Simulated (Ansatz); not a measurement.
Mo (Im-3m); total moment held at 0.35 μB.

```
Mo
1.0
    -1.57342    1.57342    1.57342
     1.57342   -1.57342    1.57342
     1.57342    1.57342   -1.57342
Mo
1
Direct
  0.00000 0.00000 0.00000
```

The source of the geometry is a structure as deposited in COD; atoms and cell stay fixed.

Settings: PBE, 17×17×17 k mesh, Fermi–Dirac smearing of 0.05 eV. PAW means Ansatz 0.2.0 on its default frozen-core files. Site moments are integrated in spheres about the atoms. Start moments (μB): Mo 0.35.

Iteration by iteration:

```
iteration  Harris–Foulkes energy less the last (meV)  density residual (eV)  M (μB)  ∫|m| (μB)
        1                                   -590.844                1.7e+00  0.3500     0.3500
        2                                   -106.946                3.7e-01  0.3500     0.3500
        3                                     -0.846                1.3e-02  0.3500     0.3500
        4                                     -0.016                1.1e-04  0.3500     0.3500
        5                                      0.001                9.0e-07  0.3500     0.3500
        6                                      0.000                3.0e-08  0.3500     0.3500
        7                                      0.000                1.4e-10  0.3500     0.3500
        8                                      0.000                3.5e-12  0.3500     0.3500
```

Site moments (μB): Mo 0.26. Cell moment 0.35 μB.

The Ansatz runs typed with the search for lower states off end where their start leads. These are results for the start and cell typed. The real compound can order otherwise, in a larger cell, or not at all, since semilocal functionals at zero temperature often overstate magnetism.
